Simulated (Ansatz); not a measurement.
## Electric field gradients in Co at a changed volume

The cell is an entry of the Crystallography Open Database (COD), relaxed with PBE at fixed cell and then changed (volume scaled by 0.98, ions relaxed).

```yaml
crystal:
  lattice:
    - [2.48858, 0.00000, 0.00000]
    - [-1.24429, 2.15518, 0.00000]
    - [0.00000, 0.00000, 4.06185]
  atoms:
    - { symbol: Co, position: [0.33333, 0.66667, 0.25000] }
    - { symbol: Co, position: [0.66667, 0.33333, 0.75000] }
```

Sites (sets of like atoms) are named by element and the number of their first atom in this list.

Level of theory: DFT, PBE, plane waves and PAW, scalar-relativistic, collinear spin, 420 eV cutoff, Γ-centred 21×21×11 k-points, Fermi–Dirac smearing 0.05 eV (Ansatz 0.2.0). Start moments as typed (μB): 2 on each Co.

V_zz is the principal component of the electric field gradient with the largest magnitude, η = (V_xx − V_yy)/V_zz and C_Q = eQV_zz/h.

59Co: I = 7/2, Q = 420.0 mb. Nuclear quadrupole moments: year-2017 set (Pyykkö).

Task: Which values are expected at the nuclei?

Result: 

```tsv
site	atoms (order as listed)	first shell	V_zz (10²¹ V/m²)	η	C_Q (MHz)
Co	1, 2	12 Co at 2.49 Å	-0.10	0.00	-1.04
```

An axis of threefold or higher order runs through Co, so V_zz lies along it and η is zero.

The run finds no gap above 0.1 eV (a metal, or nearly one), so the gradients can move by 10 % or more with the k-mesh. With these PAW files V_zz is typically within 2 to 3 % of all-electron values, but misses above 10 % occur on Co.

The relaxation (1 step) took 19 s of wall time (19 s of CPU time) and 0.62 GiB at its peak, on 1 thread of Intel Xeon Platinum 8375C CPU @ 2.90GHz (Ice Lake) (x86_64; 16 cores open to the job, memory cap 3.0 GiB, no GPU), a shared host with a load of 0.6 a core.
